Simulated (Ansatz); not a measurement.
LuF3:
```cif
data_F18Lu6
_chemical_formula_sum 'Lu6 F18'
_space_group_name_H-M_alt 'P-3c1'
_space_group_IT_number 165
_space_group_name_Hall '-P 3 2"c'
_cell_length_a 6.64252
_cell_length_b 6.64252
_cell_length_c 6.83759
_cell_angle_alpha 90.000
_cell_angle_beta 90.000
_cell_angle_gamma 120.000
loop_
_atom_site_label
_atom_site_type_symbol
_atom_site_symmetry_multiplicity
_atom_site_Wyckoff_symbol
_atom_site_fract_x
_atom_site_fract_y
_atom_site_fract_z
_atom_site_occupancy
Lu1 Lu 6 f 0.34700 0.34700 0.25000 1
F1 F 2 a 0.00000 0.00000 0.25000 1
F2 F 4 d 0.33333 0.66667 0.18213 1
F3 F 12 g 0.37581 0.07046 0.07823 1
```

Relaxed with PBEsol.

Give the optical modes at the zone centre with their infrared activity from DFPT, DFT-PBEsol in the program Ansatz with PAW potentials.

Transverse frequencies, without the LO–TO term; a row sums one degenerate level.

```tsv
ω (cm⁻¹)	degeneracy	IR ((D/Å)²/amu)	activity
38	1	0.00	IR-inactive
58	1	0.82	IR
69	2	0.00	IR-inactive
77	1	0.00	IR-inactive
106	2	1.85	IR
108	2	0.00	IR-inactive
120	1	0.00	IR-inactive
128	2	0.00	IR-inactive
132	2	7.35	IR
156	1	0.00	IR-inactive
158	1	0.00	IR-inactive
159	2	53.63	IR
168	2	0.00	IR-inactive
171	1	0.00	IR-inactive
179	1	24.42	IR
190	1	15.34	IR
202	2	7.63	IR
208	2	0.00	IR-inactive
213	1	0.00	IR-inactive
220	2	2.51	IR
237	1	0.00	IR-inactive
254	2	0.00	IR-inactive
259	2	14.70	IR
270	1	1.97	IR
278	1	0.00	IR-inactive
281	1	0.00	IR-inactive
293	2	2.00	IR
311	1	0.00	IR-inactive
323	2	0.00	IR-inactive
340	2	0.00	IR-inactive
348	2	0.24	IR
348	1	0.73	IR
353	1	0.00	IR-inactive
355	2	0.00	IR-inactive
363	1	0.00	IR-inactive
372	1	7.97	IR
386	2	4.69	IR
396	1	0.00	IR-inactive
410	1	0.00	IR-inactive
417	2	0.00	IR-inactive
418	2	6.36	IR
428	2	0.00	IR-inactive
448	1	0.00	IR-inactive
464	1	0.00	IR-inactive
476	2	0.05	IR
492	2	0.00	IR-inactive
```

How high does the top mode go among those that the LO–TO term moves?

466 cm⁻¹ for q along x, 466 cm⁻¹ for q along y, 462 cm⁻¹ for q along z.

The first step of the workflow began from a Materials Project structure, measured or hypothetical; the Crystallography Open Database copy checked does not list it. Its standing as an ambient phase is unchecked. The PBEsol relaxation kept the symmetry of its start; of distortions, only those at the zone centre were tested. Scalar-relativistic: spin–orbit coupling is off unless named, which matters more the heavier the elements.

Potentials: the later of the program's two PAW sets.
